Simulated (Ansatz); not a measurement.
Given:

TaSiPt:
Space group Pnma (No. 62); a = 6.4349 Å, b = 3.8029 Å, c = 7.3955 Å, α = 90.00°, β = 90.00°, γ = 90.00°

```tsv
atom	site	symmetry	x	y	z
Ta	4c	.m.	0.0256	0.2500	0.6620
Si	4c	.m.	0.2707	0.2500	0.3740
Pt	4c	.m.	0.1526	0.2500	0.0688
```

This is the r²SCAN-relaxed structure.

All from DFT-r²SCAN in the program Ansatz with PAW potentials, unless another level is named. Predict the electronic character.

metallic (no gap).

Predict the formation energy from the elements (no fitted shifts).

-0.76 eV/atom.

Next, the density of states at the Fermi level?

0.46 states/eV per atom (mean over ±0.08 eV).

The first step of the workflow began from a Materials Project structure, measured or hypothetical; the Crystallography Open Database copy checked does not list it. Whether it is the stable phase at ambient conditions was not checked. The cell was relaxed with r²SCAN under the symmetry of its start; whether a distortion lowers the energy is not shown. The run is not spin-polarised. The references are the lowest solids computed at this level, not always the standard phases. Spin–orbit coupling is left out wherever it is not named.

Potentials: the earlier of the program's two PAW sets.
